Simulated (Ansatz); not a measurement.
MgO:
```yaml
crystal:
  lattice:
    - [5.57528, 0.00000, 0.00000]
    - [0.00000, 5.57528, 0.00000]
    - [0.00000, 0.00000, 5.57528]
  atoms:
    - { symbol: Mg, position: [0.25000, 0.00000, 0.50000] }
    - { symbol: Mg, position: [0.75000, 0.00000, 0.50000] }
    - { symbol: Mg, position: [0.50000, 0.75000, 0.00000] }
    - { symbol: Mg, position: [0.50000, 0.25000, 0.00000] }
    - { symbol: Mg, position: [0.00000, 0.50000, 0.75000] }
    - { symbol: Mg, position: [0.00000, 0.50000, 0.25000] }
    - { symbol: O, position: [0.25000, 0.50000, 0.00000] }
    - { symbol: O, position: [0.75000, 0.50000, 0.00000] }
    - { symbol: O, position: [0.00000, 0.75000, 0.50000] }
    - { symbol: O, position: [0.00000, 0.25000, 0.50000] }
    - { symbol: O, position: [0.50000, 0.00000, 0.75000] }
    - { symbol: O, position: [0.50000, 0.00000, 0.25000] }
```

Cartesian axes are those of the cell as given.

**Question.** Give the high-frequency dielectric tensor and the Born effective charge tensors of the independent atoms from DFPT, r²SCAN in the plane-wave PAW code Ansatz.

**Answer.** 
ε∞:
```
2.49  0.00  0.00
0.00  2.49  0.00
0.00  0.00  2.49
```
Z* of atom 1 (Mg), rows: field, columns: displacement, in e:
```
1.96  0.00  0.00
0.00  1.57  0.00
0.00  0.00  1.57
```
Z* of atom 7 (O), rows: field, columns: displacement, in e:
```
-1.91   0.00   0.00
 0.00  -1.59   0.00
 0.00   0.00  -1.59
```

Static charges for comparison (Bader): Mg1 +1.73, O7 -1.73 e. Born charges measure polarisation by displacement and can exceed these by far.

Space group Pm-3n. The first step of the workflow began from a Materials Project structure, measured or hypothetical; the Crystallography Open Database copy checked does not list it. It is not the phase usual at ambient conditions (space group No. 225). Symmetry was held in the r²SCAN relaxation; whether a distortion lowers the energy is not shown.

Potentials: the later of the program's two PAW sets.
